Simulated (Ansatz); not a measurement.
Input and command of a calculation in Ansatz (plane waves; scalar-relativistic PAW potentials unless the input names others):

```yaml
crystal:
  lattice:
    - [3.187775174, 2.9e-09, 0.0]
    - [-1.5938875895, 2.7606942808, 0.0]
    - [0.0, 0.0, 14.8712784403]
  atoms:
    - { symbol: W, position: [0.3333333333, 0.6666666667, 0.25] }
    - { symbol: W, position: [0.6666666667, 0.3333333333, 0.75] }
    - { symbol: S, position: [0.3333333333, 0.6666666667, 0.6443541067] }
    - { symbol: S, position: [0.6666666667, 0.3333333333, 0.1443541067] }
    - { symbol: S, position: [0.3333333333, 0.6666666667, 0.8556458933] }
    - { symbol: S, position: [0.6666666667, 0.3333333333, 0.3556458933] }
basis:
  ecutwfc: 420
kpoints:
  mp_grid: { grid: [6, 6, 1] }
hamiltonian:
  xc: pbe
scf:
  occupations: { method: gaussian, width: 0.02 }
  lower_state_search: standard
output:
  forces: true
  eigenvalues: true
  stress: true
```

```bash
ansatz run input.yaml --threads 4 --pin off --max-ram 8192MiB --backend cpu --events-out ev --progress --plain --runs-dir out
```

Abridged log:
```
Pseudopotentials: kind: paw
Pseudopotential: W, paw, valence charge 14, recommended cutoff 420 eV (normal)
Pseudopotential: S, paw, valence charge 6, recommended cutoff 420 eV (normal)
Functional definition: PBE
Crystal: 6 atoms, lattice volume = 130.874 Å³
Basis set: ecut = 420 eV, 2593 PW (Γ), exchange–correlation on 48×48×200 points (8 copies of the dense FFT grid, shifted against one another)
Bands: 32, of which v1, the nominal top of the filled ones, is band 26 counted from 1 (25 counted from 0)
Symmetry: 24 space group operations
Space group: P63/mmc (ITA 194), of the structure as read, at distance tolerance 5.1e-5 Å
k-points: 7 of 36
Initial density: superposition of atomic densities (neutral atoms: chi_scale 0, normalization atom), corrected by the library's trained network
Initial wavefunctions: pseudopotential atomic-orbital guess
Functional: x = pbe(κ = 0.804, μ = 0.21951497), c = pbe(β = 0.06672455)
SCF iter   1: F=—  HF=-24382.871508 eV  |F-HF|=—  |Δ(HF+E_count)|=         —  Δρ=5.33e-3  dr2=5.26e-2  ethr=1.77e-3  ⟨swp⟩=7.4  Hψ=1091  notcnv=0
SCF iter   2: F=—  HF=-24382.872018 eV  |F-HF|=—  |Δ(HF+E_count)|=   5.10e-4  Δρ=2.71e-3  dr2=4.87e-3  ethr=1.01e-4  ⟨swp⟩=2.4  Hψ=367  notcnv=0  defer=10
SCF iter   3: F=—  HF=-24382.875109 eV  |F-HF|=—  |Δ(HF+E_count)|=   3.09e-3  Δρ=1.34e-3  dr2=1.62e-3  ethr=9.36e-6  ⟨swp⟩=2.3  Hψ=349  notcnv=0  defer=10
SCF iter   4: F=—  HF=-24382.876347 eV  |F-HF|=—  |Δ(HF+E_count)|=   1.24e-3  Δρ=1.57e-4  dr2=7.33e-5  ethr=3.12e-6  ⟨swp⟩=2.0  Hψ=336  notcnv=0  defer=10
SCF iter   5: F=—  HF=-24382.876276 eV  |F-HF|=—  |Δ(HF+E_count)|=   7.05e-5  Δρ=5.39e-5  dr2=1.20e-5  ethr=1.41e-7  ⟨swp⟩=2.0  Hψ=334  notcnv=0  defer=10
SCF iter   6: F=—  HF=-24382.876280 eV  |F-HF|=—  |Δ(HF+E_count)|=   3.93e-6  Δρ=1.59e-5  dr2=5.41e-7  ethr=2.30e-8  ⟨swp⟩=2.0  Hψ=310  notcnv=0  defer=10
SCF iter   7: F=-24382.876281 eV  HF=-24382.876281 eV  |F-HF|=4.75e-8  |Δ(HF+E_count)|=   6.05e-7  Δρ=4.31e-6  dr2=3.81e-8  ethr=1.92e-10  ⟨swp⟩=10.6  Hψ=1126  notcnv=0
SCF 1 converged in 7 iterations: F = -24382.876281 eV  dr2 = 3.81e-8
SCF converged after 7 iterations
Free energy (F): -24382.876281 eV
Harris-Foulkes:  -24382.876281 eV  (|F-HF|=4.75e-8)
Internal energy: -24382.876281 eV  (E = F + TS)
E sigma→0 (E₀):  -24382.876281 eV
Fermi energy:    8.953056 eV
--- Forces (eV/Å), atoms counted from 1 ---
  atom   1  W      0.00000000     0.00000000     0.00000000
  atom   2  W      0.00000000     0.00000000     0.00000000
  atom   3  S      0.00000000     0.00000000    -0.00371219
  atom   4  S      0.00000000     0.00000000    -0.00371219
  atom   5  S      0.00000000     0.00000000     0.00371219
  atom   6  S      0.00000000     0.00000000     0.00371219
--- Stress (GPa, compression-positive) ---
       -0.001231       0.000000       0.000000
        0.000000      -0.001231       0.000000
        0.000000       0.000000       0.063645
  P = ⅓ Tr σ = 0.0204 GPa (0.204 kbar)
```

Apart from outputs, empty bands and the relaxation, which only the reference makes, the input differs from a reference run on usual settings in scf.lower_state_search: not typed → "standard"; kpoints.mp_grid.grid: [12, 12, 2] → [6, 6, 1]. The reference, at the same geometry, ended its own course with pressure 0.00 GPa, largest force 0.000 eV/Å, gap on the mesh 1.63 eV. This run converged in 7 SCF iterations with an energy at zero smearing 1.11 meV/atom above the reference's, pressure 0.02 GPa, largest force 0.004 eV/Å, gap on the mesh 1.63 eV. Its k mesh is looser than usual, and the result moved.

It took 4 s on 4 threads of AMD EPYC (Zen 3), with other jobs on the host, peak memory 0.43 GiB.